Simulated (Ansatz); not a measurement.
Structure: SiGe3 as one 4-atom ordering (P-4m2) on the diamond lattice, at its r2SCAN minimum. The symmetry is P-4m2 (No. 115, tetragonal); a = 3.970 Å, c = 5.594 Å in the conventional setting, 22.04 Å³ an atom. Si has 4 Ge at 2.41 Å; Ge has 2 Si at 2.41 Å and 2 Ge at 2.45 Å; Ge has 4 Ge at 2.45 Å.

```
Si Ge
1.0
     3.96991    0.00000    0.00000
     0.00000    3.96991    0.00000
     0.00000    0.00000    5.59395
Si Ge
1 3
Direct
  0.00000 0.00000 0.00000
  0.00000 0.50000 0.24429
  0.50000 0.50000 0.50000
  0.50000 0.00000 0.75571
```

4 runs of the PAW code Ansatz on this cell differ in the functional (and in the settings that go with it). Levels are in eV from each run's valence top; v1 is the last filled band, c1 the first empty one.

Run A, mean stress +0.4 GPa (compression positive):

| point | v4 | v3 | v2 | v1 | c1 | c2 |
| --- | --- | --- | --- | --- | --- | --- |
| Γ | -3.34 | -0.01 | -0.01 | 0.00 | 1.23 | 1.30 |
| X | -4.17 | -4.08 | -1.79 | -1.44 | 2.64 | 2.98 |
| M | -3.37 | -3.27 | -3.27 | -3.19 | 1.04 | 1.23 |
| Z | -2.35 | -2.35 | -2.03 | -2.03 | 1.40 | 1.77 |

Run B, mean stress +0.2 GPa (compression positive):

| point | v4 | v3 | v2 | v1 | c1 | c2 |
| --- | --- | --- | --- | --- | --- | --- |
| Γ | -3.43 | -0.04 | -0.04 | 0.00 | 1.85 | 1.92 |
| X | -4.28 | -4.19 | -1.86 | -1.50 | 3.29 | 3.62 |
| M | -3.45 | -3.35 | -3.35 | -3.26 | 1.66 | 1.85 |
| Z | -2.43 | -2.43 | -2.10 | -2.10 | 2.02 | 2.39 |

Run C, mean stress +2.6 GPa (compression positive):

| point | v4 | v3 | v2 | v1 | c1 | c2 |
| --- | --- | --- | --- | --- | --- | --- |
| Γ | -3.04 | -0.03 | 0.00 | 0.00 | 0.66 | 0.69 |
| X | -3.86 | -3.77 | -1.63 | -1.33 | 1.93 | 2.26 |
| M | -3.08 | -3.00 | -3.00 | -2.93 | 0.52 | 0.70 |
| Z | -2.16 | -2.16 | -1.87 | -1.87 | 0.82 | 1.21 |

Run D, mean stress 0.0 GPa (compression positive):

| point | v4 | v3 | v2 | v1 | c1 | c2 |
| --- | --- | --- | --- | --- | --- | --- |
| Γ | -3.20 | -0.03 | 0.00 | 0.00 | 0.91 | 0.95 |
| X | -4.00 | -3.91 | -1.72 | -1.41 | 2.22 | 2.55 |
| M | -3.23 | -3.15 | -3.15 | -3.08 | 0.72 | 0.92 |
| Z | -2.26 | -2.26 | -1.97 | -1.97 | 1.02 | 1.43 |

Problem. Match the runs to PBE, r2SCAN, HSE06, PBE0.

Solution. A is HSE06, B is PBE0, C is PBE, D is r2SCAN. In order of the gap: PBE 0.29, r2SCAN 0.57, HSE06 0.95, PBE0 1.54 eV.

These are computed values for a spin-unpolarised cell that may be hypothetical; none is a measurement.

Spin-orbit coupling is left out.

The program warns that its thresholds are loose for a hybrid's stress.

The meshes of the hybrids are coarse, so their gaps aren't converged to the digits shown.
